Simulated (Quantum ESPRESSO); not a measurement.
## Si4O6FN (one run as intended and one with a planted mistake)

Simulated, not a measurement. The program is pw.x of Quantum ESPRESSO 7.5 (plane-wave density functional theory). The cell is made up: 12 atoms on a rutile lattice, with randomly drawn elements, strain and displacements, not relaxed. PseudoDojo standard norm-conserving files (v0.5 for PBE, v0.4.1 for LDA and PBEsol) set the functional; there is no spin polarisation, spin-orbit coupling or dispersion term, and the masses in the input are unused placeholders.

Intended input:

```
&control calculation='scf', pseudo_dir='./dojo.nc.sr.pbe.v0_5.standard.upf', outdir='./o', disk_io='low', tprnfor=.true., tstress=.true. /
&system ibrav=0, nat=12, ntyp=4, nbnd=38, ecutwfc=84.00895049, nosym=.true., tot_charge=0,
 occupations='smearing', smearing='fd', degauss=0.0018374661
/
&electrons conv_thr=7.350e-09, electron_maxstep=60, /
ATOMIC_SPECIES
F 1.0 F.upf
N 1.0 N.upf
O 1.0 O.upf
Si 1.0 Si.upf
CELL_PARAMETERS angstrom
4.1994 -0.0166 0.0215
-0.0166 4.2138 -0.0601
0.0273 -0.0764 5.4231
ATOMIC_POSITIONS angstrom
Si -0.0245 0.0123 -0.0231
Si 2.0913 2.019 1.2898
Si -0.0391 -0.0452 2.6819
Si 2.0576 2.0437 4.0258
O 1.2867 1.2858 0.0264
O 2.8899 2.926 -0.0376
F 3.3799 0.8494 1.3766
O 0.8051 3.425 1.2501
O 1.2887 1.3234 2.6662
O 2.8501 2.8448 2.6371
O 3.3291 0.7748 4.1052
N 0.8083 3.2809 4.0537
K_POINTS automatic
5 5 4 1 1 1
```

The log is shortened where brackets say so; the opening notice, blank lines, dates and the lines on written files are dropped, and the path of the files is cut. It prints rydbergs, bohrs and kilobars, and counts compression as positive stress. Where no state is partly filled, the Fermi energy that it prints is only some level between the filled and the empty states on the mesh, and need not lie in the true gap.

Log of the intended run:

```
     Program PWSCF v.7.5
     Parallel version (MPI & OpenMP), running on       4 processor cores
     Number of MPI processes:                 4
     Threads/MPI process:                     1
     [start-up lines left out]
     bravais-lattice index     =            0
     lattice parameter (alat)  =       7.9359  a.u.
     unit-cell volume          =     647.4413 (a.u.)^3
     number of atoms/cell      =           12
     number of atomic types    =            4
     number of electrons       =        64.00
     number of Kohn-Sham states=           38
     kinetic-energy cutoff     =      84.0090  Ry
     charge density cutoff     =     336.0358  Ry
     scf convergence threshold =      7.3E-09
     mixing beta               =       0.7000
     number of iterations used =            8  plain     mixing
     Exchange-correlation= PBE
                           (   1   4   3   4   0   0   0)
     [axes and pseudopotential details left out]
   Cartesian axes
     site n.     atom                  positions (alat units)
         1        Si     tau(   1) = (  -0.0058340   0.0029289  -0.0055007  )
         2        Si     tau(   2) = (   0.4979893   0.4807729   0.3071327  )
         3        Si     tau(   3) = (  -0.0093107  -0.0107632   0.6386255  )
         4        Si     tau(   4) = (   0.4899645   0.4866546   0.9586407  )
         5        O      tau(   5) = (   0.3063945   0.3061802   0.0062865  )
         6        O      tau(   6) = (   0.6881553   0.6967516  -0.0089535  )
         7        F      tau(   7) = (   0.8048362   0.2022628   0.3278019  )
         8        O      tau(   8) = (   0.1917139   0.8155756   0.2976792  )
         9        O      tau(   9) = (   0.3068708   0.3151337   0.6348869  )
        10        O      tau(  10) = (   0.6786780   0.6774159   0.6279575  )
        11        O      tau(  11) = (   0.7927395   0.1844987   0.9775478  )
        12        N      tau(  12) = (   0.1924759   0.7812619   0.9652844  )
     number of k points=    50  Fermi-Dirac smearing, width (Ry)=  0.0018
                       cart. coord. in units 2pi/alat
        k(    1) = (   0.0999028   0.1014477   0.0977226), wk =   0.0400000
        k(    2) = (   0.0989223   0.1042056   0.2913589), wk =   0.0400000
     [further k points left out]
     Dense  grid:    67355 G-vectors     FFT dimensions: (  48,  48,  60)
     Estimated max dynamical RAM per process >     159.75 MB
     Estimated total dynamical RAM >     589.67 MB
     Initial potential from superposition of free atoms
     starting charge      63.9975, renormalised to      64.0000
     Starting wfcs are   48 randomized atomic wfcs
     total cpu time spent up to now is        3.4 secs
     per-process dynamical memory:   128.6 Mb
     Self-consistent Calculation
     iteration #  1     ecut=    84.01 Ry     beta= 0.70
     Davidson diagonalization with overlap
     ethr =  1.00E-02,  avg # of iterations =  3.2
     total cpu time spent up to now is        9.5 secs
     total energy              =    -301.88445189 Ry
     estimated scf accuracy    <       2.76835279 Ry
     iteration #  2     ecut=    84.01 Ry     beta= 0.70
     Davidson diagonalization with overlap
     ethr =  4.33E-03,  avg # of iterations =  3.1
     total cpu time spent up to now is       15.5 secs
     total energy              =    -302.44366661 Ry
     estimated scf accuracy    <       2.36389992 Ry
     [iterations 3 to 10 left out]
     iteration # 11     ecut=    84.01 Ry     beta= 0.70
     Davidson diagonalization with overlap
     ethr =  5.92E-10,  avg # of iterations =  3.7
     total cpu time spent up to now is       64.7 secs
     total energy              =    -303.02689821 Ry
     estimated scf accuracy    <       0.00000001 Ry
     iteration # 12     ecut=    84.01 Ry     beta= 0.70
     Davidson diagonalization with overlap
     ethr =  2.04E-11,  avg # of iterations =  2.9
     total cpu time spent up to now is       70.2 secs
     End of self-consistent calculation
     [lines on levels left out]
     the Fermi energy is    13.3787 ev
!    total energy              =    -303.02689822 Ry
     estimated scf accuracy    <          1.5E-09 Ry
     smearing contrib. (-TS)   =       0.00000000 Ry
     internal energy E=F+TS    =    -303.02689822 Ry
     The total energy is F=E-TS. E is the sum of the following terms:
     one-electron contribution =     -34.81077898 Ry
     hartree contribution      =      66.45715609 Ry
     xc contribution           =     -81.67971711 Ry
     ewald contribution        =    -252.99355822 Ry
     convergence has been achieved in  12 iterations
     Forces acting on atoms (cartesian axes, Ry/au):
     atom    1 type  4   force =     0.14221296   -0.16443912   -0.20151080
     atom    2 type  4   force =    -0.12294195    0.20988769    0.03100030
     atom    3 type  4   force =     0.16894117   -0.17116831    0.24303358
     atom    4 type  4   force =    -0.04440330    0.09638445    0.02350169
     atom    5 type  3   force =    -0.02547348   -0.03155882    0.02841947
     atom    6 type  3   force =    -0.00130298   -0.01752116    0.09390936
     atom    7 type  1   force =     0.00497397   -0.01770639   -0.01067084
     atom    8 type  3   force =    -0.08168279    0.05650174    0.04300535
     atom    9 type  3   force =    -0.05305358   -0.10479841   -0.08284767
     atom   10 type  3   force =     0.06954323    0.04670934   -0.07323191
     atom   11 type  3   force =    -0.00018086    0.01115836   -0.03631211
     atom   12 type  2   force =    -0.05663240    0.08655063   -0.05829644
     Total force =     0.590802     Total SCF correction =     0.000063
     Computing stress (Cartesian axis) and pressure
          total   stress  (Ry/bohr**3)                   (kbar)     P=      110.33
   0.00085165  -0.00012229  -0.00012141          125.28      -17.99      -17.86
  -0.00012229   0.00068970   0.00047926          -17.99      101.46       70.50
  -0.00012141   0.00047926   0.00070861          -17.86       70.50      104.24
     init_run     :      3.22s CPU      3.34s WALL (       1 calls)
     electrons    :     66.43s CPU     66.76s WALL (       1 calls)
     forces       :      1.11s CPU      1.13s WALL (       1 calls)
     stress       :      3.84s CPU      3.88s WALL (       1 calls)
     [timing details left out]
     PWSCF        :   1m14.73s CPU   1m15.29s WALL
     JOB DONE.
```

A second run has one planted mistake: the plane-wave cutoff is too low. The input lines that differ, file-writing options aside:

```
- &system ibrav=0, nat=12, ntyp=4, nbnd=38, ecutwfc=84.00895049, nosym=.true., tot_charge=0,
+ &system ibrav=0, nat=12, ntyp=4, nbnd=38, ecutwfc=59.90139515, nosym=.true., tot_charge=0,
```

Its log:

```
     Program PWSCF v.7.5
     Parallel version (MPI & OpenMP), running on       4 processor cores
     Number of MPI processes:                 4
     Threads/MPI process:                     1
     [start-up lines left out]
     bravais-lattice index     =            0
     lattice parameter (alat)  =       7.9359  a.u.
     unit-cell volume          =     647.4413 (a.u.)^3
     number of atoms/cell      =           12
     number of atomic types    =            4
     number of electrons       =        64.00
     number of Kohn-Sham states=           38
     kinetic-energy cutoff     =      59.9014  Ry
     charge density cutoff     =     239.6056  Ry
     scf convergence threshold =      7.3E-09
     mixing beta               =       0.7000
     number of iterations used =            8  plain     mixing
     Exchange-correlation= PBE
                           (   1   4   3   4   0   0   0)
     [axes and pseudopotential details left out]
   Cartesian axes
     site n.     atom                  positions (alat units)
         1        Si     tau(   1) = (  -0.0058340   0.0029289  -0.0055007  )
         2        Si     tau(   2) = (   0.4979893   0.4807729   0.3071327  )
         3        Si     tau(   3) = (  -0.0093107  -0.0107632   0.6386255  )
         4        Si     tau(   4) = (   0.4899645   0.4866546   0.9586407  )
         5        O      tau(   5) = (   0.3063945   0.3061802   0.0062865  )
         6        O      tau(   6) = (   0.6881553   0.6967516  -0.0089535  )
         7        F      tau(   7) = (   0.8048362   0.2022628   0.3278019  )
         8        O      tau(   8) = (   0.1917139   0.8155756   0.2976792  )
         9        O      tau(   9) = (   0.3068708   0.3151337   0.6348869  )
        10        O      tau(  10) = (   0.6786780   0.6774159   0.6279575  )
        11        O      tau(  11) = (   0.7927395   0.1844987   0.9775478  )
        12        N      tau(  12) = (   0.1924759   0.7812619   0.9652844  )
     number of k points=    50  Fermi-Dirac smearing, width (Ry)=  0.0018
                       cart. coord. in units 2pi/alat
        k(    1) = (   0.0999028   0.1014477   0.0977226), wk =   0.0400000
        k(    2) = (   0.0989223   0.1042056   0.2913589), wk =   0.0400000
     [further k points left out]
     Dense  grid:    40575 G-vectors     FFT dimensions: (  40,  40,  54)
     Estimated max dynamical RAM per process >      97.98 MB
     Estimated total dynamical RAM >     362.22 MB
     Check: negative core charge=   -0.000033
     Initial potential from superposition of free atoms
     starting charge      63.9975, renormalised to      64.0000
     Starting wfcs are   48 randomized atomic wfcs
     total cpu time spent up to now is        2.3 secs
     per-process dynamical memory:    78.1 Mb
     Self-consistent Calculation
     iteration #  1     ecut=    59.90 Ry     beta= 0.70
     Davidson diagonalization with overlap
     ethr =  1.00E-02,  avg # of iterations =  3.2
     total cpu time spent up to now is        6.2 secs
     total energy              =    -301.83811332 Ry
     estimated scf accuracy    <       2.71831530 Ry
     iteration #  2     ecut=    59.90 Ry     beta= 0.70
     Davidson diagonalization with overlap
     ethr =  4.25E-03,  avg # of iterations =  3.2
     total cpu time spent up to now is        9.9 secs
     total energy              =    -302.37512296 Ry
     estimated scf accuracy    <       2.32725035 Ry
     [iterations 3 to 10 left out]
     iteration # 11     ecut=    59.90 Ry     beta= 0.70
     Davidson diagonalization with overlap
     ethr =  5.52E-10,  avg # of iterations =  3.6
     total cpu time spent up to now is       40.6 secs
     total energy              =    -302.95429848 Ry
     estimated scf accuracy    <       0.00000001 Ry
     iteration # 12     ecut=    59.90 Ry     beta= 0.70
     Davidson diagonalization with overlap
     ethr =  1.86E-11,  avg # of iterations =  2.9
     total cpu time spent up to now is       43.9 secs
     End of self-consistent calculation
     [lines on levels left out]
     the Fermi energy is    13.3751 ev
!    total energy              =    -302.95429848 Ry
     estimated scf accuracy    <          1.3E-09 Ry
     smearing contrib. (-TS)   =       0.00000000 Ry
     internal energy E=F+TS    =    -302.95429848 Ry
     The total energy is F=E-TS. E is the sum of the following terms:
     one-electron contribution =     -34.67654879 Ry
     hartree contribution      =      66.36208461 Ry
     xc contribution           =     -81.64627607 Ry
     ewald contribution        =    -252.99355823 Ry
     convergence has been achieved in  12 iterations
     Forces acting on atoms (cartesian axes, Ry/au):
     atom    1 type  4   force =     0.14220421   -0.16443032   -0.20143060
     atom    2 type  4   force =    -0.12286787    0.20991325    0.03101337
     atom    3 type  4   force =     0.16895171   -0.17119843    0.24295710
     atom    4 type  4   force =    -0.04433981    0.09639926    0.02352481
     atom    5 type  3   force =    -0.02574520   -0.03197061    0.02864444
     atom    6 type  3   force =    -0.00091531   -0.01723534    0.09372371
     atom    7 type  1   force =     0.00462872   -0.01698710   -0.01089438
     atom    8 type  3   force =    -0.08103524    0.05617116    0.04267156
     atom    9 type  3   force =    -0.05287322   -0.10477977   -0.08338646
     atom   10 type  3   force =     0.06921850    0.04658303   -0.07300879
     atom   11 type  3   force =    -0.00072937    0.01129904   -0.03588514
     atom   12 type  2   force =    -0.05649713    0.08623583   -0.05792961
     Total force =     0.590447     Total SCF correction =     0.000057
     Computing stress (Cartesian axis) and pressure
          total   stress  (Ry/bohr**3)                   (kbar)     P=      -13.10
   0.00000057  -0.00012836  -0.00012099            0.08      -18.88      -17.80
  -0.00012836  -0.00015899   0.00047884          -18.88      -23.39       70.44
  -0.00012099   0.00047884  -0.00010873          -17.80       70.44      -16.00
     init_run     :      2.05s CPU      2.13s WALL (       1 calls)
     electrons    :     41.15s CPU     41.60s WALL (       1 calls)
     forces       :      0.67s CPU      0.67s WALL (       1 calls)
     stress       :      2.32s CPU      2.32s WALL (       1 calls)
     [timing details left out]
     PWSCF        :     46.38s CPU     46.93s WALL
     JOB DONE.
```

|  | intended run | run with the mistake |
| --- | --- | --- |
| free energy (eV) | -4122.891 | -4121.903 |
| smearing term -TS (eV) | 0.0000 | 0.0000 |
| pressure (GPa) | 11.03 | -1.31 |
| largest force component (eV/Å) | 6.249 | 6.247 |
| largest change of a force component (eV/Å) |  | 0.018 |
| iterations | 12 | 12 |

For scale, a rerun of the intended cell at a cutoff of 1437 eV and k mesh 7 x 7 x 6 moved values by no more than 0.003 eV in energy, 0.04 GPa in stress and 0.003 eV/Å in force.